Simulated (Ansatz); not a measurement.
Data:

BaTiO$_{3}$:
Space group R3m, hexagonal axes (No. 160); a = b = 5.680 Å, c = 6.994 Å, α = β = 90.00°, γ = 120.00°

| atom | site | symmetry | x | y | z |
|---|---|---|---|---|---|
| Ba | 3a | 3m | 0.0000 | 0.0000 | 0.0013 |
| Ti | 3a | 3m | 0.0000 | 0.0000 | 0.5147 |
| O | 9b | .m | 0.1699 | 0.3397 | 0.3184 |
(The calculation used a cell of 5 atoms; values per cell refer to that cell.)

This is the r²SCAN-relaxed structure.

Problem. All from the program Ansatz at the r²SCAN level (PAW), unless another level is named. Give the gap with spin–orbit coupling.

Solution. 2.86 eV.

Problem. Give the band gap.

Solution. 2.87 eV (indirect).

Problem. Predict the HSE06 gap on the r²SCAN cell.

Solution. 3.96 eV.

Problem. And the weight of the valence-edge state by species (Voronoi cells)?

Solution. O 98 %.

Problem. Next, the weight of the conduction-edge state by species (Voronoi cells)?

Solution. Ti 74 %, O 24 %, Ba 3 %.

This is a known low-temperature phase of the composition, computed here at zero pressure and temperature. Symmetry was held in the r²SCAN relaxation; whether a distortion lowers the energy is not shown. The run is not spin-polarised. Scalar-relativistic: spin–orbit coupling is off unless named, which matters more the heavier the elements.

Potentials: the later of the program's two PAW sets.
